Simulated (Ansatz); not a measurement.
## TiAu

```
Ti Au
1.0
     3.25400    0.00000    0.00000
     0.00000    3.25400    0.00000
     0.00000    0.00000    3.25400
Ti Au
1 1
Direct
  0.50000 0.50000 0.50000
  0.00000 0.00000 0.00000
```

Atom numbers follow the list: Ti1, Au2.

The conventional cell has a = 3.254 Å, b = 3.254 Å, c = 3.254 Å, α = 90.00°, β = 90.00°, γ = 90.00°. Around Ti (atom 1) lie 8 Au at 2.82 Å. Au (atom 2) has 8 Ti at 2.82 Å as nearest neighbours.

The cell comes from COD entry 1510312, which wasn't checked; take it as a given geometry.

Spin polarisation is left out, and whether a magnetic state lies lower isn't shown here.

Spin–orbit coupling is left out, though it moves levels of the heavy atoms by tenths of an eV or more.

Levels of theory: DFT, PBEsol, all-electron LAPW, scalar-relativistic (Ansatz 0.2.0); DFT, PBEsol, PAW with Ansatz's default frozen-core files, scalar-relativistic (Ansatz 0.2.0).

For LAPW: a Γ-centred 10×10×10 k mesh, Fermi–Dirac smearing of 0.08 eV, basis error target 1 meV/atom, no spin polarisation. PAW takes a cutoff of 420 eV at this cell (files made with PBE, cores remade for this functional). The Ansatz runs share mesh, smearing and spin set-up. Values come from LAPW unless marked.

```
Density of states at the Fermi level (0.2 eV bin) : 4.29 states/eV per cell
Volume per atom                                   : 116.3 bohr³
```

Problem. Predict this quantity. Löwdin charges (with 0.41 e of the cell spilling out of the atomic basis, so their sizes and signs hang on that basis).

Solution. Ti1 0.14, Au2 0.26 e.

Problem. Predict this quantity. Band gap.

Solution. none: with an odd electron count and no spin polarisation the bands can't all be full, a metal in this set-up (spin order or a larger cell could open a gap).

Problem. Pressure at this cell: what does the calculation give?

Solution. -4.79 GPa.

Problem. Bader charges (from the PAW run): what does the calculation give?

Solution. Ti1 +1.36, Au2 -1.36 e.
